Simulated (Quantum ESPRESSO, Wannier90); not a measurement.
## Tight-binding from DFT: Ag (fcc (Cu type))

Structure: Materials Project mp-124, symmetrised, not relaxed again. This is the element's usual structure. Computed values, not measurements, from PBEsol: Quantum ESPRESSO (norm-conserving PseudoDojo potentials, cutoff 66 Ry, spinors with spin-orbit coupling) on a Γ-centred 10×10×10 mesh, then Wannier90. Density: 18×18×18 mesh, cold smearing 0.01 Ry.

On the energy scale of pw.x, whose zero is arbitrary, the Fermi level lies at 16.89 eV.

Input w.win:

```
num_bands = 2
num_wann = 2
exclude_bands = 3-42
spinors = true
num_iter = 800
conv_tol = 1.0e-6
conv_window = 4
write_hr = true
write_u_matrices = true
auto_projections = true
begin unit_cell_cart
ang
    0.0000000000    2.0521800000    2.0521800000
    2.0521800000    0.0000000000    2.0521800000
    2.0521800000    2.0521800000    0.0000000000
end unit_cell_cart
begin atoms_frac
Ag   0.0000000000  0.0000000000  0.0000000000
end atoms_frac
mp_grid = 10 10 10
begin kpoints
0.0000000000 0.0000000000 0.0000000000
0.0000000000 0.0000000000 0.1000000000
0.0000000000 0.0000000000 0.2000000000
... (997 more lines: the 10x10x10 mesh through Gamma)
end kpoints
```

Input of pw2wannier90.x that gives the overlap and projection files (equivalent; here they were cut from one run over all bands):

```
&inputpp
  outdir = './out'
  prefix = 'pwscf'
  seedname = 'w'
  write_amn = .true.
  write_mmn = .true.
  atom_proj = .true.
  atom_proj_exclude = 3 4 5 6 7 8 9 10 11 12 13 14 15 16 17 18 19 20
/
```

Output w.wout (banner and timings cut):

```
                                    ------
                                    SYSTEM
                                    ------

                              Lattice Vectors (Ang)
                    a_1     0.000000   2.052180   2.052180
                    a_2     2.052180   0.000000   2.052180
                    a_3     2.052180   2.052180   0.000000

                   Unit Cell Volume:      17.28528  (Ang^3)

                        Reciprocal-Space Vectors (Ang^-1)
                    b_1    -1.530856   1.530856   1.530856
                    b_2     1.530856  -1.530856   1.530856
                    b_3     1.530856   1.530856  -1.530856

 *----------------------------------------------------------------------------*
 |   Site       Fractional Coordinate          Cartesian Coordinate (Ang)     |
 +----------------------------------------------------------------------------+
 | ag   1   0.00000   0.00000   0.00000   |    0.00000   0.00000   0.00000    |
 *----------------------------------------------------------------------------*
                                ------------
                                K-POINT GRID
                                ------------

             Grid size = 10 x 10 x 10      Total points = 1000

 *---------------------------------- MAIN ------------------------------------*
 |  Number of Wannier Functions               :                 2             |
 |  Number of Objective Wannier Functions     :                 2             |
 |  Number of input Bloch states              :                 2             |
 |  Output verbosity (1=low, 5=high)          :                 1             |
 |  Timing Level (1=low, 5=high)              :                 1             |
 |  Optimisation (0=memory, 3=speed)          :                 3             |
 |  Length Unit                               :               Ang             |
 |  Post-processing setup (write *.nnkp)      :                 F             |
 |  Using Gamma-only branch of algorithms     :                 F             |
 *----------------------------------------------------------------------------*
 *------------------------------- WANNIERISE ---------------------------------*
 |  Total number of iterations                :               800             |
 |  Number of CG steps before reset           :                 5             |
 |  Trial step length for line search         :             2.000             |
 |  Convergence tolerence                     :         0.100E-05             |
 |  Convergence window                        :                 4             |
 |  Iterations between writing output         :                 1             |
 |  Iterations between backing up to disk     :               100             |
 |  Write r^2_nm to file                      :                 F             |
 |  Write xyz WF centres to file              :                 F             |
 |  Write on-site energies <0n|H|0n> to file  :                 F             |
 |  Use guiding centre to control phases      :                 F             |
 |  Use phases for initial projections        :                 F             |
 *----------------------------------------------------------------------------*
 *-------------------------------- PLOTTING ----------------------------------*
 |  Plotting Hamiltonian in WF basis          :                 T             |
 *----------------------------------------------------------------------------*

       ... (k-mesh section left out)

 Starting a new Wannier90 calculation ...

 Reading overlaps from w.mmn

 Reading projections from w.amn

 *------------------------------- WANNIERISE ---------------------------------*
 +--------------------------------------------------------------------+<-- CONV
 | Iter  Delta Spread     RMS Gradient      Spread (Ang^2)            |<-- CONV
 +--------------------------------------------------------------------+<-- CONV

 ------------------------------------------------------------------------------
 Initial State
  WF centre and spread    1  (  0.000000, -0.000000,  0.000000 )     0.25872772
  WF centre and spread    2  (  0.000000, -0.000000, -0.000000 )     0.25872772
  Sum of centres and spreads (  0.000000, -0.000000, -0.000000 )     0.51745544

      0     0.517E+00     0.0000000000        0.5174554418  <-- CONV
        O_D=      0.0000000 O_OD=      0.0000000 O_TOT=      0.5174554 <-- SPRD
 ------------------------------------------------------------------------------
      1     0.000E+00     0.0000000400        0.5174554418  <-- CONV
        O_D=      0.0000000 O_OD=      0.0000000 O_TOT=      0.5174554 <-- SPRD
      2     0.000E+00     0.0000000399        0.5174554418  <-- CONV
        O_D=      0.0000000 O_OD=      0.0000000 O_TOT=      0.5174554 <-- SPRD
      3     0.000E+00     0.0000000397        0.5174554418  <-- CONV
        O_D=      0.0000000 O_OD=      0.0000000 O_TOT=      0.5174554 <-- SPRD
      4    -0.111E-15     0.0000000395        0.5174554418  <-- CONV
        O_D=      0.0000000 O_OD=      0.0000000 O_TOT=      0.5174554 <-- SPRD
             <<<     Delta < 1.000E-06  over  4 iterations     >>>
             <<< Wannierisation convergence criteria satisfied >>>
 Final State
  WF centre and spread    1  (  0.000000, -0.000000,  0.000000 )     0.25872772
  WF centre and spread    2  (  0.000000, -0.000000, -0.000000 )     0.25872772
  Sum of centres and spreads (  0.000000, -0.000000, -0.000000 )     0.51745544

         Spreads (Ang^2)       Omega I      =     0.517455442
        ================       Omega D      =     0.000000000
                               Omega OD     =     0.000000000
    Final Spread (Ang^2)       Omega Total  =     0.517455442
```
